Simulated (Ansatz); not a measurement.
The relaxed structure here is a generated cell of TiC: the first start was made by placing the elements on the sites of a structure type, and the end was not matched to a known phase here, so it may be hypothetical. Known forms of TiC include space group No. 225.

A relaxed cell of TiC (Pmma (No. 51)), relaxed on a k-mesh at least as fine as the one used below. Level of theory: PBE (plane waves to 420 eV, PAW, scalar-relativistic; Ansatz, a first-principles code). Γ-centred k-mesh 6×6×12 on the run's cell (coarser than for final values), Fermi–Dirac smearing 0.05 eV.

```
TiC
1.0
    5.38362     0.00000     0.00000
    0.00000     5.80213     0.00000
    0.00000     0.00000     2.79007
C Ti
4 4
Cartesian
  0.00000   1.45053   1.39503
  0.00000   4.35160   1.39503
  2.69181   1.45053   1.39503
  2.69181   4.35160   1.39503
  4.03772   0.00000   0.66382
  4.03772   2.90107   0.66382
  1.34591   0.00000   2.12625
  1.34591   2.90107   2.12625
```

The atoms are displaced along an unstable phonon of this cell by (Å):

```tsv
atom	ux	uy	uz
C1	0.085	0.000	-0.123
C2	-0.085	0.000	0.123
C3	0.085	0.000	0.123
C4	-0.085	0.000	-0.123
Ti5	0.000	0.000	0.000
Ti6	0.000	0.000	0.000
Ti7	0.000	0.000	0.000
Ti8	0.000	0.000	0.000
```

Question: What forces (eV/Å) and pressure result?

Answer: 
```
atom     Fx    Fy     Fz
----  -----  ----  -----
C1     0.10  0.00  -0.16
C2    -0.10  0.00   0.16
C3     0.10  0.00   0.16
C4    -0.10  0.00  -0.16
Ti5    0.00  0.00   0.09
Ti6    0.00  0.00   0.09
Ti7    0.00  0.00  -0.09
Ti8    0.00  0.00  -0.09
```

Pressure -0.3 GPa.

The undisplaced cell is probably no minimum: from this displacement the run went on to P6₃/mmc (No. 194), 0.36 eV/atom below it.

No spin polarisation in the result.
